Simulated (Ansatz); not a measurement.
La2O3 (A-La2O3 type, space group P-3m1)

```
La2O3
1.0
    3.93519     0.00000     0.00000
   -1.96759     3.40797     0.00000
    0.00000     0.00000     6.12567
La O
2 3
Direct
  0.33333   0.66667   0.24612
  0.66667   0.33333   0.75388
  0.00000   0.00000   0.00000
  0.33333   0.66667   0.64612
  0.66667   0.33333   0.35388
```

This relaxed cell (volume V₀) is scaled evenly in all directions, its shape held. The atoms relax within the cell's symmetry.

These are r2SCAN (plane waves to 500 eV, PAW, scalar-relativistic; Ansatz, a program for electronic structure) values and carry that method's errors. k mesh 10×10×6 (Γ-centred), Fermi-Dirac smearing 0.05 eV. Energies are smeared free energies. Compression counts positive. With the shape held, the modulus is that of even scaling; a crystal free to change shape is softer. La2O3 is run without spin polarisation. La2O3 was relaxed with its symmetry unable to fall. The PAW data are Ansatz's earlier set. The zero of ΔE is the relaxed starting cell.

```
V (Å³/cell)  ΔE (kJ/mol of atoms)  P (GPa)
-----------  --------------------  -------
77.22                        2.55      9.1
78.45                        1.40      6.5
79.69                        0.60      4.2
80.92                        0.15      2.0
82.15                        0.00      0.0
83.38                        0.14     -1.8
84.62                        0.54     -3.5
85.85                        1.18     -5.1
87.08                        2.05     -6.6
```

Derived quantities:

The pressure at the smallest volume comes out as 9.1 GPa. The energy cost of the largest compression comes out as 26.4 meV/atom. The energy cost of the largest expansion is 21.3 meV/atom and the bulk modulus at fixed cell shape B₀ (third-order Birch-Murnaghan fit) is 128 GPa. The pressure derivative B₀′ (fit) is 4.4 and the equilibrium volume of the fit is 16.43 Å³/atom. The pressure for 5 % compression (fit) is 7.4 GPa.

(Under strain, the slope of the energy per volume gives the stress and its curvature an elastic modulus.)
